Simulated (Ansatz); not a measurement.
# SiMo3: the relaxed cell by functional

The starting cell is an entry of the Crystallography Open Database (1970):

```xyz
8
Lattice="4.8890 0.0000 0.0000 0.0000 4.8890 0.0000 0.0000 0.0000 4.8890" Properties=species:S:1:pos:R:3 pbc="T T T"
Si    0.0000    0.0000    0.0000
Si    2.4445    2.4445    2.4445
Mo    1.2223    0.0000    2.4445
Mo    2.4445    3.6668    0.0000
Mo    3.6668    0.0000    2.4445
Mo    2.4445    1.2223    0.0000
Mo    0.0000    2.4445    3.6668
Mo    0.0000    2.4445    1.2223
```

Atoms and cell were relaxed at zero pressure with plane-wave PAW DFT (Ansatz 0.2.0; one set of PAW datasets, made under PBE, for all functionals; 420 eV, r2SCAN 500 eV; 7×7×7 Γ-centred mesh, fermi-dirac occupations of width 0.100 eV; no spin polarisation, no spin-orbit coupling, no dispersion correction), keeping the symmetry (Pm-3n, No. 223).

Q: What cells and energies do LDA, PBEsol, PBE, r2SCAN give?

A: The relaxed conventional cells:

| functional | a (Å) | volume (Å³/atom) | formation energy (eV/atom) |
| --- | --- | --- | --- |
| LDA | 4.833 | 14.11 | -0.371 |
| PBEsol | 4.861 | 14.35 | -0.372 |
| PBE | 4.905 | 14.76 | -0.320 |
| r2SCAN | 4.884 | 14.56 | -0.330 |
| the entry | 4.889 | 14.61 | – |

LDA gives the smallest volume and PBE the largest, 4.5 % more, the usual order, since LDA overbinds and PBE's gradient terms loosen the lattice. Against the entry's volume: LDA -3.4 %, PBEsol -1.7 %, PBE +1.0 %, r2SCAN -0.3 %; r2SCAN comes nearest. The formation energies span 0.05 eV an atom.

Caveats: each relaxation keeps the start's symmetry, so a distorted cell may lie lower; computed cells are at 0 K with fixed nuclei, while the entry holds thermal expansion, often some tenths of a per cent in volume and more in soft crystals; formation energies are at zero smearing against the elements' usual phases under the same functional, gases as free molecules, uncorrected.
